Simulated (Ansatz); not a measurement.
Geometry optimisation in Ansatz: input, command and trajectory.

```yaml
crystal:
  lattice:
    - [6.0023763521, -1.8016207326, -0.0701671404]
    - [6.0023763521, 1.8016207326, -0.0701671404]
    - [-2.991230495, 0.0, 5.3969167028]
  atoms:
    - { symbol: Co, position: [0.2600147821, 0.2600147821, 0.2775637718] }
    - { symbol: Co, position: [0.7399852179, 0.7399852179, 0.7224362282] }
    - { symbol: Ni, position: [0.0, 0.0, 0.0] }
    - { symbol: Se, position: [0.1258881261, 0.1258881261, 0.4605143758] }
    - { symbol: Se, position: [0.8741118739, 0.8741118739, 0.5394856242] }
    - { symbol: Se, position: [0.3624433234, 0.3624433234, 0.0220882784] }
    - { symbol: Se, position: [0.6375566766, 0.6375566766, 0.9779117216] }
basis:
  ecutwfc: 420
kpoints:
  mp_grid: { grid: [10, 10, 8] }
hamiltonian:
  xc: pbesol
scf:
  occupations: { method: gaussian, width: 0.1 }
output:
  forces: true
  stress: true
  eigenvalues: true
relax:
  adjacent_minimum: "off"
  f_tol: 0.01
  max_steps: 30
  cell: { stress_tol: 0.1, fix: [volume] }
```

```bash
ansatz run input.yaml --threads 2 --pin off --max-ram 5120MiB --backend cpu --events-out ev --progress --plain --runs-dir out
```

Computed with DFT PBEsol, scalar-relativistic, plane waves, PAW (Ansatz).

The volume is held at 1.06 times that of the relaxed cell.

Of 5 frames 4 are shown, positions in Å and forces in eV/Å; the SCF threshold varies from step to step. Steps run on the plane waves of an earlier cell, with a Pulay correction in the pressure. The basis is chosen afresh for the last frame, the zero of the energies, and at times for earlier ones too; energy and pressure can step there, also at an unchanged geometry. Where two frames share a geometry here, they differ by under 2 meV/atom and 0.3 GPa.

```xyz
7
Lattice="6.0024 -1.8016 -0.0702 6.0024 1.8016 -0.0702 -2.9912 0.0000 5.3969" Properties=species:S:1:pos:R:3:forces:R:3 pbc="T T T" step=1 free_energy_over_end_meV_per_atom=1.15 pressure_GPa=-6.15
Co    2.2912    0.0000    1.4615   -0.0646    0.0000    0.0398
Co    6.7224    0.0000    3.7951    0.0646    0.0000   -0.0398
Ni    0.0000    0.0000    0.0000    0.0000    0.0000    0.0000
Se    0.1338    0.0000    2.4677    0.2095    0.0000    0.0300
Se    8.8798    0.0000    2.7889   -0.2095    0.0000   -0.0300
Se    4.2850    0.0000    0.0683   -0.0312    0.0000   -0.0873
Se    4.7286    0.0000    5.1882    0.0312    0.0000    0.0873
7
Lattice="6.0235 -1.7977 -0.0601 6.0235 1.7977 -0.0601 -2.9928 0.0000 5.3848" Properties=species:S:1:pos:R:3:forces:R:3 pbc="T T T" step=2 free_energy_over_end_meV_per_atom=0.16 pressure_GPa=-5.62
Co    2.3017    0.0000    1.4585   -0.0572    0.0000    0.0378
Co    6.7525    0.0000    3.8061    0.0572    0.0000   -0.0378
Ni    0.0000    0.0000    0.0000    0.0000    0.0000    0.0000
Se    0.1599    0.0000    2.4671    0.0650    0.0000    0.0042
Se    8.8942    0.0000    2.7975   -0.0650    0.0000   -0.0042
Se    4.2996    0.0000    0.0708   -0.0262    0.0000   -0.0131
Se    4.7546    0.0000    5.1938    0.0262    0.0000    0.0131
7
Lattice="6.0333 -1.7938 -0.0602 6.0333 1.7938 -0.0602 -2.9978 0.0000 5.3875" Properties=species:S:1:pos:R:3:forces:R:3 pbc="T T T" step=3 free_energy_over_end_meV_per_atom=0.01 pressure_GPa=-5.37
Co    2.3011    0.0000    1.4602   -0.0179    0.0000    0.0034
Co    6.7678    0.0000    3.8070    0.0179    0.0000   -0.0034
Ni    0.0000    0.0000    0.0000    0.0000    0.0000    0.0000
Se    0.1691    0.0000    2.4673   -0.0003    0.0000   -0.0080
Se    8.8998    0.0000    2.7999    0.0003    0.0000    0.0080
Se    4.3020    0.0000    0.0720    0.0195    0.0000   -0.0041
Se    4.7669    0.0000    5.1953   -0.0195    0.0000    0.0041
7
Lattice="6.0349 -1.7940 -0.0606 6.0349 1.7940 -0.0606 -2.9990 0.0000 5.3859" Properties=species:S:1:pos:R:3:forces:R:3 pbc="T T T" step=5 free_energy_over_end_meV_per_atom=0.00 pressure_GPa=-5.36
Co    2.3001    0.0000    1.4595   -0.0069    0.0000    0.0018
Co    6.7707    0.0000    3.8052    0.0069    0.0000   -0.0018
Ni    0.0000    0.0000    0.0000    0.0000    0.0000    0.0000
Se    0.1693    0.0000    2.4665   -0.0021    0.0000   -0.0014
Se    8.9016    0.0000    2.7982    0.0021    0.0000    0.0014
Se    4.3047    0.0000    0.0720    0.0022    0.0000   -0.0003
Se    4.7661    0.0000    5.1927   -0.0022    0.0000    0.0003
```

The run took 86 s on 2 threads of AMD EPYC 9R45 96-Core Processor (Zen 5), on a shared host, peak memory 1.5 GiB.

Spin polarisation was left out, and a magnetic state may lie lower.